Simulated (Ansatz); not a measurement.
# Relaxation of Al

Level of theory: DFT r2SCAN, scalar-relativistic, plane waves, PAW in Ansatz 0.2.0. Settings: 500 eV cutoff, 18×18×6 k-mesh, Gaussian smearing of 0.10 eV, no spin polarisation.

What was changed: relaxed at 40 GPa.

Other phases may be more stable at this pressure.

Command:

```bash
ansatz run input.yaml --threads 1 --pin off --max-ram 2560MiB --backend cpu --events-out ev --progress --plain --runs-dir out
```

Input:

```yaml
crystal:
  lattice:
    - [2.60802097, 0.0, 0.0]
    - [-1.304010485, 2.2586124136, 0.0]
    - [0.0, 0.0, 8.5600979852]
  atoms:
    - { symbol: Al, position: [0.0, 0.0, 0.0] }
    - { symbol: Al, position: [0.3333333333, 0.6666666667, 0.25] }
    - { symbol: Al, position: [0.0, 0.0, 0.5] }
    - { symbol: Al, position: [0.6666666667, 0.3333333333, 0.75] }
basis:
  ecutwfc: 500
kpoints:
  mp_grid: { grid: [18, 18, 6] }
hamiltonian:
  xc: r2scan
scf:
  occupations: { method: gaussian, width: 0.1 }
output:
  forces: true
  stress: true
  eigenvalues: true
relax:
  adjacent_minimum: "off"
  f_tol: 0.008
  max_steps: 50
  cell: { stress_tol: 0.08, p_target: 40.0 }
```

F is the free energy. Steps run on the plane waves of an earlier cell, but the last one, and at times one on the way, on a freshly chosen basis, so a repeated geometry can differ a little in energy. The relaxation lowers the enthalpy F + PV at the target pressure, so F itself can rise.

Steps:

| step | F − F(1) (eV) | largest force component (eV/Å) | V (Å³/atom) | P (GPa) |
| --- | --- | --- | --- | --- |
| 1 | 0.0000 | 0.000 | 12.606 | 35.65 |
| 2 | 0.2418 | 0.000 | 12.351 | 40.37 |
| 3 | 0.2223 | 0.000 | 12.370 | 39.99 |
| 4 | 0.2224 | 0.000 | 12.370 | 40.00 |

Relaxed structure:

```yaml
crystal:
  lattice:
    - [2.59290, 0.00000, 0.00000]
    - [-1.29645, 2.24552, 0.00000]
    - [0.00000, 0.00000, 8.49831]
  atoms:
    - { symbol: Al, position: [0.00000, 0.00000, 0.00000] }
    - { symbol: Al, position: [0.33333, 0.66667, 0.25000] }
    - { symbol: Al, position: [0.00000, 0.00000, 0.50000] }
    - { symbol: Al, position: [0.66667, 0.33333, 0.75000] }
```

It takes space group P6_3/mmc (No. 194, hexagonal). The conventional cell has a = 2.593 Å, b = 2.593 Å, c = 8.498 Å, α = 90.00°, β = 90.00°, γ = 120.00°. Al (site symmetry -3m) is surrounded by 12 Al at 2.59 to 2.60 Å. Al (site symmetry -6m2) has 12 Al at 2.59 to 2.60 Å as nearest neighbours.

The run converged. Time: 48 s on 1 thread of Intel(R) Xeon(R) Platinum 8259CL CPU @ 2.50GHz (Skylake/Cascade Lake), on a shared host, peak memory 0.63 GiB.